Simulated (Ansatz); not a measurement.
Migration of Au in Si

The calculation used Ansatz 0.2.0, DFT PBE, scalar-relativistic, plane waves, PAW. Run with 420 eV cutoff, 2×2×2 k-mesh, Gaussian smearing of 0.02 eV, no spin polarisation.

In a supercell of 16 host sites with charge +1, interstitial Au hops to an equivalent place, moving 1.66 Å between the relaxed ends. Climbing-image nudged elastic band at fixed cell with images 0 (start) to 4 (end), the path measured over all atoms, converged to 0.05 eV/Å; the order of the saddle wasn't checked, and the small cell leaves errors of about a tenth of an eV.

Spin-orbit coupling is left out, which matters for the bands and energies of heavy elements.

Start:

```yaml
crystal:
  lattice:
    - [0.00000, 5.47009, -5.47009]
    - [5.47009, 5.47009, 0.00000]
    - [5.47009, 0.00000, -5.47009]
  atoms:
    - { symbol: Si, position: [0.15076, 0.12045, 0.12696] }
    - { symbol: Si, position: [0.15037, 0.60243, 0.12655] }
    - { symbol: Si, position: [0.57273, 0.14389, 0.13918] }
    - { symbol: Si, position: [0.65820, 0.63408, 0.07336] }
    - { symbol: Si, position: [0.10282, 0.11114, 0.67480] }
    - { symbol: Si, position: [0.14126, 0.62301, 0.61235] }
    - { symbol: Si, position: [0.62286, 0.13699, 0.61716] }
    - { symbol: Si, position: [0.62292, 0.62284, 0.61710] }
    - { symbol: Si, position: [0.29156, 0.73378, 0.24089] }
    - { symbol: Si, position: [0.20545, 0.24520, 0.30489] }
    - { symbol: Si, position: [0.72014, 0.75490, 0.24841] }
    - { symbol: Si, position: [0.72041, 0.27639, 0.24845] }
    - { symbol: Si, position: [0.25212, 0.73943, 0.75609] }
    - { symbol: Si, position: [0.25208, 0.25199, 0.75651] }
    - { symbol: Si, position: [0.76814, 0.76440, 0.70290] }
    - { symbol: Si, position: [0.72857, 0.25224, 0.76681] }
    - { symbol: Au, position: [0.93773, 0.94930, 0.16389] }
```

Atom 17 jumps to (0.619, 0.618, 0.556) Å.

**Question.** Give the energy along the band and the structure at its top.

**Answer.**
| image | path (Å) | E − E(0) (eV) | Au x (Å) | Au y (Å) | Au z (Å) | force on Au (eV/Å) |
| --- | --- | --- | --- | --- | --- | --- |
| 0 | 0.00 | 0.000 | 0.619 | -0.618 | -0.556 | 0.01 |
| 1 | 0.56 | 0.120 | 0.505 | -0.333 | -0.288 | 0.34 |
| 2 | 1.12 | 0.328 | 0.418 | 0.000 | 0.000 | 0.02 |
| 3 | 1.68 | 0.120 | 0.505 | 0.333 | 0.288 | 0.34 |
| 4 | 2.23 | 0.000 | 0.619 | 0.618 | 0.556 | 0.01 |

Barrier 0.33 eV. Image 2:
```yaml
crystal:
  lattice:
    - [0.00000, 5.47009, -5.47009]
    - [5.47009, 5.47009, 0.00000]
    - [5.47009, 0.00000, -5.47009]
  atoms:
    - { symbol: Si, position: [0.14505, 0.13533, 0.13803] }
    - { symbol: Si, position: [0.12264, 0.64214, 0.11344] }
    - { symbol: Si, position: [0.58159, 0.13803, 0.13533] }
    - { symbol: Si, position: [0.63184, 0.62828, 0.10891] }
    - { symbol: Si, position: [0.12179, 0.11344, 0.64214] }
    - { symbol: Si, position: [0.13400, 0.61658, 0.61835] }
    - { symbol: Si, position: [0.63097, 0.10891, 0.62828] }
    - { symbol: Si, position: [0.63107, 0.61835, 0.61658] }
    - { symbol: Si, position: [0.26228, 0.75615, 0.24733] }
    - { symbol: Si, position: [0.21993, 0.28007, 0.28007] }
    - { symbol: Si, position: [0.73448, 0.75847, 0.24562] }
    - { symbol: Si, position: [0.73643, 0.26357, 0.26357] }
    - { symbol: Si, position: [0.25957, 0.74043, 0.74043] }
    - { symbol: Si, position: [0.26143, 0.24562, 0.75847] }
    - { symbol: Si, position: [0.76157, 0.73843, 0.73843] }
    - { symbol: Si, position: [0.73425, 0.24733, 0.75615] }
    - { symbol: Au, position: [0.96175, 0.03825, 0.03825] }
```

Cost: 1 run of about 0.93 core-minutes, on AMD EPYC 9R45 (Zen 5) (shared hosts).